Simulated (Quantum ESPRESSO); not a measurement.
Si4O6FN, convergence and cost over cutoff and k mesh

A calculation, not a measurement. The program is pw.x of Quantum ESPRESSO 7.5 (plane-wave density functional theory). The cell is made up: 12 atoms on a rutile lattice, with randomly drawn elements, strain and displacements, not relaxed. PseudoDojo standard norm-conserving files (v0.5 for PBE, v0.4.1 for LDA and PBEsol) set the functional; there is no spin polarisation, spin-orbit coupling or dispersion term, and the masses in the input are unused placeholders.

Input of the run in row 4:

```
&control calculation='scf', pseudo_dir='./dojo.nc.sr.pbe.v0_5.standard.upf', outdir='./o', disk_io='medium', tprnfor=.true., tstress=.true. /
&system ibrav=0, nat=12, ntyp=4, nbnd=38, ecutwfc=84.00895049, nosym=.true., tot_charge=0,
 occupations='smearing', smearing='fd', degauss=0.0018374661
/
&electrons conv_thr=7.350e-09, electron_maxstep=60, /
ATOMIC_SPECIES
F 1.0 F.upf
N 1.0 N.upf
O 1.0 O.upf
Si 1.0 Si.upf
CELL_PARAMETERS angstrom
4.2626 -0.0135 0.0262
-0.0135 4.3058 -0.0201
0.0333 -0.0256 5.2994
ATOMIC_POSITIONS angstrom
Si 0.0263 0.0347 -0.0398
Si 2.2928 2.0813 1.3472
Si 0.0052 -0.1639 2.4958
Si 2.1544 2.0416 3.9578
O 1.2372 1.2314 -0.1637
O 2.9149 2.9347 0.0407
O 3.3316 0.8097 1.2764
O 0.8438 3.4379 1.3487
F 1.1579 1.2236 2.734
N 2.8225 2.9683 2.4339
O 3.4665 0.9269 4.0716
O 0.8392 3.4724 3.9862
K_POINTS automatic
5 5 4 1 1 1
```

The same cell was run at these settings. Meshes are shifted by half a step, and differences are from the last row, which is itself not exact.

```
cutoff (eV)     k mesh  k points solved  threshold (eV)  free energy less the last row's (eV)  pressure (GPa)  largest stress difference (GPa)  largest force difference (eV/Å)  iterations  wall time (s)  k-point pools              processor
        800  2 x 2 x 2                4           1e-04                                 1.152            4.74                            14.34                            0.060           7             18              1  AMD EPYC, Zen 5 class
       1143  2 x 2 x 2                4           1e-07                                -0.054           18.88                             0.16                            0.046          10             43              1  AMD EPYC, Zen 5 class
        765  5 x 5 x 4               50           1e-07                                 1.905           -1.33                            20.42                            0.059          12            173              1  AMD EPYC, Zen 5 class
       1143  5 x 5 x 4               50           1e-07                                 0.002           18.86                             0.03                            0.002          10            338              1  AMD EPYC, Zen 5 class
       1437  7 x 7 x 6              147           1e-07                                 0.000           18.89                             0.00                            0.000          10           1260              1  AMD EPYC, Zen 5 class
```

Each pool is one process. Wall times include start-up and a band step at six k points, which weighs most on the coarsest meshes. The runs were on shared virtual cores whose load varied, so times are rough.